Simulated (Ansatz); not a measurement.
**CuAu: field gradients at two levels of theory**

Cell: a structure deposited in the COD, whose atoms a relaxation with PBE at fixed cell left in place.

```
Cu Au
1.0
     2.80000    0.00000    0.00000
     0.00000    2.80000    0.00000
     0.00000    0.00000    3.67000
Cu Au
1 1
Direct
  0.50000 0.50000 0.50000
  0.00000 0.00000 0.00000
```

Atom numbers follow the list; atoms alike are taken as one site, whose name carries the number of the first.

First run. Level of theory: DFT, PBE, plane waves and PAW, scalar-relativistic, 420 eV cutoff, Γ-centred 12×12×9 k-points, Fermi–Dirac smearing 0.05 eV (Ansatz 0.2.0).

```json
{"site": "Cu", "atom": "1", "V_zz (10²¹ V/m²)": "-0.89", "η": "0.00"}
{"site": "Au", "atom": "2", "V_zz (10²¹ V/m²)": "6.61", "η": "0.00"}
```

Second run. The same atoms and settings, except that the functional is r2SCAN and the cutoff is 500 eV.

Problem. Given the first result, estimate the second.

Solution. 

```csv
site,atom,V_zz,η,change of V_zz
Cu,1,-0.94,0.00,-0.05
Au,2,7.99,0.00,+1.38
```

The largest change of V_zz is on Au, from 6.61 to 7.99. In per cent, |V_zz| changes by +21 on Au (all sites that start above 2).

The run finds no gap above 0.1 eV (a metal, or nearly one), so the gradients can move by 10 % or more with the k-mesh. Spin–orbit coupling is left out, which shifts gradients on Au by a few per cent in wide-gap crystals, and can shift them far more where the calculated gap is small or absent, as here.
For the first run: At this cell the PBE pressure is 7 GPa, so with PBE the cell would grow if it were relaxed.
For the second run: With these PAW files V_zz is typically within 2 to 3 % of all-electron values, but misses above 10 % occur on Au.
